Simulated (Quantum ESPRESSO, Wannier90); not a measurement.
**Tight-binding from DFT: ZrO₂ (fluorite)**

Cell from Materials Project (mp-1565), symmetrised, no further relaxation. COD (Crystallography Open Database) records the formula in this space group. Ideal cubic forms of this type are often high-temperature phases that distort on cooling; symmetry holds the cell here, and its stability was not tested. Level: PBEsol, no spin polarisation, no spin-orbit coupling; pw.x of Quantum ESPRESSO at 68 Ry with PseudoDojo potentials, 10×10×10 k-points, Wannier90. Density: 10×10×10 mesh, cold smearing 0.01 Ry.

On the energy scale of pw.x, whose zero is arbitrary, the valence-band maximum lies at 12.08 eV.

Input w.win:

```
num_bands = 21
num_wann = 12
exclude_bands = 1-6
num_iter = 800
conv_tol = 1.0e-6
conv_window = 4
dis_num_iter = 1000
dis_conv_tol = 1.0e-6
dis_froz_max = 16.88
write_hr = true
write_u_matrices = true
begin projections
Zr: s;d
O: p
end projections
begin unit_cell_cart
ang
    0.0000000000    2.5450750000    2.5450750000
    2.5450750000    0.0000000000    2.5450750000
    2.5450750000    2.5450750000    0.0000000000
end unit_cell_cart
begin atoms_frac
Zr   0.0000000000  0.0000000000  0.0000000000
O    0.2500000000  0.2500000000  0.2500000000
O   -0.2500000000 -0.2500000000 -0.2500000000
end atoms_frac
mp_grid = 10 10 10
begin kpoints
0.0000000000 0.0000000000 0.0000000000
0.0000000000 0.0000000000 0.1000000000
0.0000000000 0.0000000000 0.2000000000
... (997 more lines: the 10x10x10 mesh through Gamma)
end kpoints
```

Input of pw2wannier90.x that gives the overlap and projection files (equivalent; here they were cut from one run over all bands):

```
&inputpp
  outdir = './out'
  prefix = 'pwscf'
  seedname = 'w'
  write_amn = .true.
  write_mmn = .true.
/
```

Output w.wout (banner and timings cut):

```
                                    ------
                                    SYSTEM
                                    ------

                              Lattice Vectors (Ang)
                    a_1     0.000000   2.545075   2.545075
                    a_2     2.545075   0.000000   2.545075
                    a_3     2.545075   2.545075   0.000000

                   Unit Cell Volume:      32.97097  (Ang^3)

                        Reciprocal-Space Vectors (Ang^-1)
                    b_1    -1.234381   1.234381   1.234381
                    b_2     1.234381  -1.234381   1.234381
                    b_3     1.234381   1.234381  -1.234381

 *----------------------------------------------------------------------------*
 |   Site       Fractional Coordinate          Cartesian Coordinate (Ang)     |
 +----------------------------------------------------------------------------+
 | zr   1   0.00000   0.00000   0.00000   |    0.00000   0.00000   0.00000    |
 | o    1   0.25000   0.25000   0.25000   |    1.27254   1.27254   1.27254    |
 | o    2  -0.25000  -0.25000  -0.25000   |   -1.27254  -1.27254  -1.27254    |
 *----------------------------------------------------------------------------*
                                ------------
                                K-POINT GRID
                                ------------

             Grid size = 10 x 10 x 10      Total points = 1000

 *---------------------------------- MAIN ------------------------------------*
 |  Number of Wannier Functions               :                12             |
 |  Number of Objective Wannier Functions     :                12             |
 |  Number of input Bloch states              :                21             |
 |  Output verbosity (1=low, 5=high)          :                 1             |
 |  Timing Level (1=low, 5=high)              :                 1             |
 |  Optimisation (0=memory, 3=speed)          :                 3             |
 |  Length Unit                               :               Ang             |
 |  Post-processing setup (write *.nnkp)      :                 F             |
 |  Using Gamma-only branch of algorithms     :                 F             |
 *----------------------------------------------------------------------------*
 *------------------------------- WANNIERISE ---------------------------------*
 |  Total number of iterations                :               800             |
 |  Number of CG steps before reset           :                 5             |
 |  Trial step length for line search         :             2.000             |
 |  Convergence tolerence                     :         0.100E-05             |
 |  Convergence window                        :                 4             |
 |  Iterations between writing output         :                 1             |
 |  Iterations between backing up to disk     :               100             |
 |  Write r^2_nm to file                      :                 F             |
 |  Write xyz WF centres to file              :                 F             |
 |  Write on-site energies <0n|H|0n> to file  :                 F             |
 |  Use guiding centre to control phases      :                 F             |
 |  Use phases for initial projections        :                 F             |
 *----------------------------------------------------------------------------*
 *------------------------------- DISENTANGLE --------------------------------*
 |  Using band disentanglement                :                 T             |
 |  Total number of iterations                :              1000             |
 |  Mixing ratio                              :             0.500             |
 |  Convergence tolerence                     :         1.000E-06             |
 |  Convergence window                        :                 3             |
 *----------------------------------------------------------------------------*
 *-------------------------------- PLOTTING ----------------------------------*
 |  Plotting Hamiltonian in WF basis          :                 T             |
 *----------------------------------------------------------------------------*

       ... (k-mesh section left out)

 Starting a new Wannier90 calculation ...

 Reading overlaps from w.mmn

 Reading projections from w.amn

 *------------------------------- DISENTANGLE --------------------------------*
 +----------------------------------------------------------------------------+
 |                              Energy  Windows                               |
 |                              ---------------                               |
 |                   Outer:    6.08208  to   40.16287  (eV)                   |
 |                   Inner:    6.08208  to   16.88000  (eV)                   |
 +----------------------------------------------------------------------------+
   Number of target bands to extract:   12

                   Unitarised projection of Wannier functions
                   ------------------------------------------
   A_mn = <psi_m|g_n> --> S = A.A^+ --> U = S^-1/2.A
   In dis_project... done
   Using an inner window (linner = T)
   In dis_proj_froz... done

                   Extraction of optimally-connected subspace
                   ------------------------------------------
 +---------------------------------------------------------------------+<-- DIS
 |  Iter     Omega_I(i-1)      Omega_I(i)      Delta (frac.)           |<-- DIS
 +---------------------------------------------------------------------+<-- DIS
       1      13.21899750      13.03569726       1.406E-02    <-- DIS
       2      13.11612544      12.97726746       1.070E-02    <-- DIS
       3      13.04048057      12.93310741       8.302E-03    <-- DIS
       4      12.98212275      12.89808730       6.515E-03    <-- DIS
       5      12.93655457      12.86968015       5.196E-03    <-- DIS
       6      12.90041452      12.84627336       4.215E-03    <-- DIS
       ... (lines left out)
     101      12.69954161      12.69945404       6.895E-06    <-- DIS
       ... (lines left out)
     148      12.69942561      12.69941311       9.842E-07    <-- DIS
     149      12.69942497      12.69941297       9.450E-07    <-- DIS
     150      12.69942435      12.69941283       9.075E-07    <-- DIS

             <<<      Delta < 1.000E-06  over  3 iterations     >>>
             <<< Disentanglement convergence criteria satisfied >>>

        Final Omega_I    12.69941283 (Ang^2)

 +----------------------------------------------------------------------------+

 Writing checkpoint file w.chk... done

 *------------------------------- WANNIERISE ---------------------------------*
 +--------------------------------------------------------------------+<-- CONV
 | Iter  Delta Spread     RMS Gradient      Spread (Ang^2)            |<-- CONV
 +--------------------------------------------------------------------+<-- CONV

 ------------------------------------------------------------------------------
 Initial State
  WF centre and spread    1  ( -0.000000,  0.000001,  0.000000 )     2.73832314
  WF centre and spread    2  (  0.000000, -0.000000, -0.000000 )     1.55271036
  WF centre and spread    3  (  0.000000,  0.000000,  0.000000 )     1.09833702
  WF centre and spread    4  ( -0.000000, -0.000000, -0.000000 )     1.09831138
  WF centre and spread    5  ( -0.000000,  0.000000, -0.000000 )     1.55271421
  WF centre and spread    6  ( -0.000001,  0.000000,  0.000000 )     1.09834535
  WF centre and spread    7  (  1.272538,  1.272535,  1.272536 )     0.68485648
  WF centre and spread    8  (  1.272537,  1.272535,  1.272539 )     0.68483530
  WF centre and spread    9  (  1.272538,  1.272538,  1.272539 )     0.68486074
  WF centre and spread   10  ( -1.272538, -1.272535, -1.272536 )     0.68483988
  WF centre and spread   11  ( -1.272537, -1.272535, -1.272539 )     0.68487915
  WF centre and spread   12  ( -1.272538, -1.272538, -1.272539 )     0.68482990
  Sum of centres and spreads ( -0.000001,  0.000001,  0.000000 )    13.24784291

      0     0.132E+02     0.0000000000       13.2478429096  <-- CONV
        O_D=      0.0025502 O_OD=      0.5458799 O_TOT=     13.2478429 <-- SPRD
 ------------------------------------------------------------------------------
      1    -0.183E+00     0.0916696804       13.0649360052  <-- CONV
        O_D=      0.0036476 O_OD=      0.3618756 O_TOT=     13.0649360 <-- SPRD
      2    -0.381E-01     0.1172416743       13.0267954625  <-- CONV
        O_D=      0.0037008 O_OD=      0.3236818 O_TOT=     13.0267955 <-- SPRD
      3    -0.304E-01     0.0925484939       12.9964245748  <-- CONV
        O_D=      0.0035915 O_OD=      0.2934202 O_TOT=     12.9964246 <-- SPRD
      4    -0.266E-01     0.0869514903       12.9698209352  <-- CONV
        O_D=      0.0037158 O_OD=      0.2666923 O_TOT=     12.9698209 <-- SPRD
      5    -0.122E-01     0.0614470689       12.9576551414  <-- CONV
        O_D=      0.0038335 O_OD=      0.2544088 O_TOT=     12.9576551 <-- SPRD
       ... (lines left out)
     26    -0.568E-06     0.0004113825       12.9391901717  <-- CONV
        O_D=      0.0038944 O_OD=      0.2358829 O_TOT=     12.9391902 <-- SPRD
     27    -0.584E-06     0.0003779568       12.9391895876  <-- CONV
        O_D=      0.0038947 O_OD=      0.2358820 O_TOT=     12.9391896 <-- SPRD
     28    -0.620E-06     0.0003776832       12.9391889678  <-- CONV
        O_D=      0.0038952 O_OD=      0.2358810 O_TOT=     12.9391890 <-- SPRD
             <<<     Delta < 1.000E-06  over  4 iterations     >>>
             <<< Wannierisation convergence criteria satisfied >>>
 Final State
  WF centre and spread    1  ( -0.000000,  0.000000,  0.000000 )     2.49165766
  WF centre and spread    2  (  0.000000, -0.000000, -0.000000 )     1.54308869
  WF centre and spread    3  (  0.000000, -0.000000,  0.000000 )     1.09390927
  WF centre and spread    4  ( -0.000000, -0.000000, -0.000000 )     1.09388121
  WF centre and spread    5  ( -0.000000,  0.000000, -0.000000 )     1.54308484
  WF centre and spread    6  ( -0.000001,  0.000000,  0.000000 )     1.09391327
  WF centre and spread    7  (  1.272538,  1.272535,  1.272536 )     0.67995380
  WF centre and spread    8  (  1.272537,  1.272535,  1.272539 )     0.67992395
  WF centre and spread    9  (  1.272538,  1.272539,  1.272539 )     0.67995142
  WF centre and spread   10  ( -1.272538, -1.272535, -1.272536 )     0.67993541
  WF centre and spread   11  ( -1.272537, -1.272535, -1.272539 )     0.67997073
  WF centre and spread   12  ( -1.272538, -1.272539, -1.272539 )     0.67991873
  Sum of centres and spreads ( -0.000001,  0.000001,  0.000000 )    12.93918897

         Spreads (Ang^2)       Omega I      =    12.699412830
        ================       Omega D      =     0.003895151
                               Omega OD     =     0.235880987
    Final Spread (Ang^2)       Omega Total  =    12.939188968
```
